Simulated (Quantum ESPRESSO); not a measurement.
# TaMoSc3Ti3: a guest atom moved from site to site

Simulated, not a measurement. The program is pw.x of Quantum ESPRESSO 7.5 (plane-wave density functional theory). The cell is made up: eight metal atoms on a hexagonal close-packed lattice, with elements, volume, strain and displacements drawn at random and not relaxed, so it may be unstable or far from any real phase. PseudoDojo standard norm-conserving files set the functional (PBE unless stated); there is no spin polarisation or spin-orbit coupling, the Fermi-Dirac width of 0.25 eV means electrons at about 2900 K, and the masses in the input are unused placeholders. Heavy elements are run without spin-orbit coupling, which real alloys of them have. A spin test at this wide smearing found no moment, but such smearing suppresses magnetism that the real alloy may have.

The runs move one Ta atom among sites that otherwise hold Ti. Cell, positions, cutoff, mesh and smearing stay as in the input of run 1; sites are counted in its order. Stress in the tables is positive in tension.

Input of run 1:

```
&control calculation='scf', pseudo_dir='./dojo.nc.sr.pbe.v0_5.standard.upf', outdir='./o', disk_io='medium', tprnfor=.true., tstress=.true. /
&system ibrav=0, nat=8, ntyp=4, nbnd=66, ecutwfc=84.00895049, nosym=.true., tot_charge=0,
 occupations='smearing', smearing='fd', degauss=0.0183746611
/
&electrons conv_thr=1.470e-08, electron_maxstep=70, mixing_beta=0.5 /
ATOMIC_SPECIES
Mo 1.0 Mo.upf
Sc 1.0 Sc.upf
Ta 1.0 Ta.upf
Ti 1.0 Ti.upf
CELL_PARAMETERS angstrom
2.9165 0.0023 0.0033
1.4508 -2.5071 -4.8481
1.4586 7.5345 -4.8527
ATOMIC_POSITIONS angstrom
Ta -0.0617 0.0247 -0.0047
Mo 1.4727 2.5526 -4.8696
Sc 1.4314 -0.8647 -2.3978
Sc 2.904 1.6675 -7.299
Ti 2.91 5.039 -4.8662
Sc 2.9503 0.0313 -4.8646
Ti 2.8831 1.7292 -2.4005
Ti 4.3483 4.1948 -7.2554
K_POINTS automatic
8 4 3 1 1 1
```

```
run  elements on sites 1 to 8  free energy less that of run 1 (eV)  -TS (eV)  pressure (GPa)  stress xx (GPa)  stress yy (GPa)  stress zz (GPa)  stress yz (GPa)  stress xz (GPa)  stress xy (GPa)  iterations
  1   Ta Mo Sc Sc Ti Sc Ti Ti                                0.000    -2.126           10.20           -10.04           -12.57            -8.00            -0.79             0.11             0.58          23
  2   Ti Mo Sc Sc Ta Sc Ti Ti                                0.041    -2.165           10.58           -10.49           -12.63            -8.63             0.04             0.14             0.53          22
  3   Ti Mo Sc Sc Ti Sc Ta Ti                                0.098    -2.116           10.47           -10.09           -13.23            -8.09            -0.85             0.31             0.49          23
  4   Ti Mo Sc Sc Ti Sc Ti Ta                                0.076    -2.163           10.39           -10.00           -13.35            -7.83            -0.61             0.09             0.50          22
```

Forces Fx Fy Fz (eV/Å):

```
site              run 1              run 2              run 3              run 4
   1    0.25 -0.88 0.33    0.21 -0.81 0.24    0.22 -0.70 0.21    0.22 -0.73 0.26
   2     0.05 0.76 0.27     0.07 0.61 0.32     0.06 0.82 0.15     0.07 0.70 0.34
   3     0.01 0.23 0.18     0.01 0.31 0.20     0.00 0.18 0.37     0.01 0.34 0.28
   4    -0.06 0.40 0.03    -0.06 0.36 0.26    -0.07 0.55 0.07    -0.07 0.24 0.01
   5  -0.04 -0.35 -0.17  -0.06 -0.32 -0.13  -0.05 -0.42 -0.21   -0.03 -0.30 0.03
   6   -0.29 0.63 -0.01    -0.25 0.55 0.02    -0.25 0.47 0.13    -0.25 0.51 0.02
   7   0.14 -0.57 -0.57   0.13 -0.54 -0.60   0.14 -0.73 -0.61   0.13 -0.52 -0.62
   8  -0.05 -0.22 -0.05  -0.06 -0.16 -0.33  -0.05 -0.18 -0.10  -0.07 -0.25 -0.31
```

The sites are displaced and not relaxed, so the energy differences mix bonding between neighbours with strain and are not ordering energies. A rerun of one cell of this series at a higher cutoff and on a denser mesh moved values by no more than 0.002 eV in energy, 0.05 GPa in stress and 0.008 eV/Å in force, and a second program with other atomic files agreed on that cell to 2 % rms in force and 0.5 GPa in pressure.